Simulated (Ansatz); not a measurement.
CaCl₂:
```
CaCl2
1.0
    6.28624     0.00000     0.00000
    0.00000     7.65607     0.00000
    0.00000     0.00000     6.92453
Ca Cl
4 8
Direct
  0.00000   0.84766   0.25000
  0.00000   0.15234   0.75000
  0.50000   0.65234   0.75000
  0.50000   0.34766   0.25000
  0.23741   0.10900   0.42149
  0.76259   0.89100   0.57851
  0.26259   0.39100   0.92149
  0.73741   0.60900   0.07851
  0.73741   0.39100   0.57851
  0.26259   0.60900   0.42149
  0.76259   0.10900   0.07851
  0.23741   0.89100   0.92149
```

Relaxed with r²SCAN.

Question: Give the Bader charges and basin volumes of the independent atoms, r²SCAN (plane waves, PAW; program Ansatz).

Answer: 

```
atom  Bader charge (e)  Bader volume (Å³)
----  ----------------  -----------------
Ca1              +1.62               13.4
Cl5              -0.81               34.6
```

Space group Pbcn. The workflow started from a Materials Project entry (that database holds measured and hypothetical structures alike); the Crystallography Open Database copy checked does not list it. COD files the formula under space group No. 58. Whether it is the stable phase at ambient conditions was not checked. Symmetry was held in the r²SCAN relaxation; its stability against distortions is not shown here.

Potentials: the later of the program's two PAW sets.
